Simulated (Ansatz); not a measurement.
CaP3:
```
CELL_PARAMETERS angstrom
     -5.59298     0.00000     0.00000
     -1.00689    -1.75133    -5.31018
     -1.46814    -5.45904     0.00000
ATOMIC_POSITIONS crystal
  Ca 0.32344 0.35409 0.35956
  Ca 0.67656 0.64591 0.64044
  P  0.40066 0.90212 0.19962
  P  0.59934 0.09788 0.80038
  P  0.99366 0.99930 0.80329
  P  0.00634 0.00070 0.19671
  P  0.87367 0.39336 0.17585
  P  0.12633 0.60664 0.82415
```

Relaxed with r²SCAN.

Task: Map the valence electron density (e/Å³), cut off at 0.7 on the plane through (0.323, 0.354, 0.360) spanned by u = [1, -1, 0] and v = [1, 1, -1] in lattice vectors, from r²SCAN in the plane-wave PAW code Ansatz.

Result: x is the fraction of u, y of v (the angle between them is 88°; rows are the nearest grid lines); atoms in the plane: Ca at (0.00, 0.00), P at (0.52, 0.16), P at (0.28, 0.53).
```
|@@@@@=.        ..:::::..      .=@@@@@|
|@@@@@:           ....          :%@@@@|
|@@@@=.           ..:..         .-@@@@|
|=-:.           :=@@@@#-.         .:-=|
|...           .+@@@@@@@=.         ...|
|--::.         .=@@@@@@@=.       .::--|
|++=-:.        .-#@@@@@#-.      .:-=++|
|@@%*=-:..........:-=-::........:=*%@@|
|#%@@#*+===++=-::.    ..:--=====+#%@%#|
|%%@@@@@@@%%@@@*=:.  ..-=#@@@@@@@@@@@%|
|%%%@@@@@%+=#@@%+:.  .:-+%@@@%@@@@@@@%|
|===+*%@@=  .+@%+:.  ..-*@@*-:=%@@#*+=|
|...:-=*%%#*#%#+-.    .:=#@%#*#%%*=-:.|
|   ..:=*@@@@#+-.      .:=#@@@@#+-:.  |
|    .:=*%@@%*=:.      .:-+%@@%*=:.   |
|   .:-+#@@%#+-:... ....:-+*###+-:.   |
|  ..-+%@@@%%#*==-----===+*####+=:.   |
|  .:-*%@@@@@@%%%@%%%@@%#######+=:..  |
|  .:-+#@@@@@@@@@@@##%@@@##****+-:.   |
|   .:-=+++++*#@@%-  :#@%*+=---::..   |
|--:......::::-+%@#+=*%%*=:........:--|
|@@@@=.      ..:=#@@@@%*-:.     .=@@@@|
|@@@@%:       ..-=*%%#*=:.      :@@@@@|
|@@@@@=.        ..:::::..      .=@@@@@|
```
Scale: ten equal steps from 0.032 (start of ' ') to 0.700 (end of '@'), in the order ' .:-=+*#%@'; x runs from 0.000 to 1.00, y from 0.000 (bottom) to 1.00 (top).

The density is the valence pseudo-density with augmentation charge, so density and ELF within about 1 Å of a nucleus are not all-electron values.

Space group P-1. The first step of the workflow began from a Materials Project structure, measured or hypothetical; the Crystallography Open Database copy checked does not list it. Its standing as an ambient phase is unchecked. The cell was relaxed with r²SCAN under the symmetry of its start; whether a distortion lowers the energy is not shown.

Potentials: the later of the program's two PAW sets.
